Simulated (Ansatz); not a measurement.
An element in the fcc structure gives these cold pressures by all-electron LAPW under PBEsol (Ansatz 0.2.0, scalar-relativistic, no spin polarisation).

```tsv
V (Å³/atom)	P (GPa)
7.51	-0.03
7.13	9.94
6.38	40.6
5.63	94.7
4.88	193.2
4.13	381.3
3.38	765.4
3.00	1109
```

Problem. Which element is it?

Solution. O. Its zero-pressure volume in this structure is near 7.5 Å³/atom; the volume and the steepness of P(V) together point to it, though neighbours can come close. Other candidates weren't computed, and some may come near.
